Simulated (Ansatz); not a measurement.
The start is a randomly generated symmetric cell of La2O3 (space group No. 194). A full variable-cell relaxation at zero pressure is run with r2SCAN (plane waves to 500 eV, PAW, scalar-relativistic; Ansatz, a program for electronic structure). First-step values are on the input's coarse k-mesh.

Ansatz input (later rounds restart from its end on a renewed k-mesh):
Ansatz 0.2 input:
```yaml
crystal:
  lattice:
    - [4.6862329, 0, 0]
    - [-2.3431164, 4.0583967, 0]
    - [0, 0, 10.1329283]
  atoms:
    - { symbol: La, position: [0, 0, 0] }
    - { symbol: La, position: [0, 0, 0.5] }
    - { symbol: La, position: [0.33333333, 0.66666667, 0.25] }
    - { symbol: La, position: [0.66666667, 0.33333333, 0.75] }
    - { symbol: O, position: [0, 0, 0.25] }
    - { symbol: O, position: [0, 0, 0.75] }
    - { symbol: O, position: [0.33333333, 0.66666667, 0.6730543] }
    - { symbol: O, position: [0.33333333, 0.66666667, 0.8269457] }
    - { symbol: O, position: [0.66666667, 0.33333333, 0.3269457] }
    - { symbol: O, position: [0.66666667, 0.33333333, 0.1730543] }
basis: { ecutwfc: 500, ecutrho_ratio: 4, xc_grid: 4, fft_grid_basis: typed }
kpoints: { mp_grid: { grid: [6, 6, 3] } }
hamiltonian:
  xc: r2scan
  dispersion: none
  pseudopotentials: { azcp: { folder: ./paw }, kind: paw }
scf: { occupations: { method: fermi_dirac, width: 0.05 } }
relax: { f_tol: 0.01, max_steps: 100, cell: { stress_tol: 0.02 } }
output: { forces: true, stress: true }
```

Task: What pressure does the first self-consistent step give?

Result: -12.7 GPa (negative: the cell is under tension).

Task: By how much does the energy per atom fall from start to end?

Result: 1.52 eV/atom.

Task: How does the volume change?

Result: -17.6 %, from 19.27 to 15.88 Å³/atom.

Task: What band gap does the relaxed structure have at this level?

Result: 3.97 eV, indirect (valence top at H, conduction bottom at k = (0, 0.3, 0)) (no spin-orbit coupling).

Task: Give the final cell and atomic positions.

Result: 
Space group P6₃/mmc (No. 194); a = 3.903 Å, b = 3.903 Å, c = 12.034 Å, α = 90.00°, β = 90.00°, γ = 120.00°

```tsv
atom	site	symmetry	x	y	z
La	2a	-3m.	0.0000	0.0000	0.0000
La	2c	-6m2	0.3333	0.6667	0.2500
O	2b	-6m2	0.0000	0.0000	0.2500
O	4f	3m.	0.6667	0.3333	0.0891
```

The space group stays P6₃/mmc (No. 194) (the run could not lower it), with 10 atoms in the primitive cell. Final values are on a 10×10×3 k-mesh of the relaxed cell. No spin polarisation in the result.

The run could not lose the symmetry of its start: the end is stationary, and may be a saddle point rather than a minimum.

The relaxed structure here is a generated cell of La2O3: the first start was made by a random draw of sites in a space group, and the end was not matched to a known phase here, so it may be hypothetical. Known forms of La2O3 include space group No. 164.
